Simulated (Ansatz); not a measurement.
## Al: energy along a strain

Al, P6_3/mmc, a = 2.850 Å, c = 4.637 Å. This isn't the element's structure at ambient conditions. Ansatz: PBEsol, PAW, 420 eV, Γ-centred 24×24×14 mesh on 2 atoms, Gaussian smearing 0.15 eV; no spin polarisation. Cell vectors (Å): 2.850 0.000 0.000; -1.425 2.468 0.000; 0.000 0.000 4.637. The cell is strained by x per cent times the pattern (0 0 0 0 0 1) in the order xx yy zz yz xz xy (engineering shears), with fractional coordinates held. y is the free energy over the start, V0 = 16.311 Å³/atom. Symmetry makes y even in x. Points with a strain past 8.5 % were computed too (4) and aren't used here.

| x (%) | y (meV/atom) |
| --- | --- |
| -7.50 | 8.13 |
| 0.00 | 0.00 |
| 1.87 | 0.54 |
| 3.75 | 2.00 |
| 5.62 | ? |

Question: Fit y = c2 x² + c4 x⁴ to the other rows, get the stiffness along the pattern, and predict the missing energy.

Answer: Least squares on the rows shown. y = 0.1427 x² + 3.316×10⁻⁵ x⁴. The clamped-ion stiffness p·C·p = 2 × 1.427 eV × 160.2 / 16.311 Å³ = 28 GPa, which is C66 in these axes. At x = 5.62 the fit asked for gives 4.54 meV/atom. The run gave 4.47 meV/atom, so the fit is 0.07 meV/atom too high, a small miss on the scale of the series.

Cost: 9 runs of about 4.1 core-minutes in all, on Arm Neoverse V2 (shared hosts).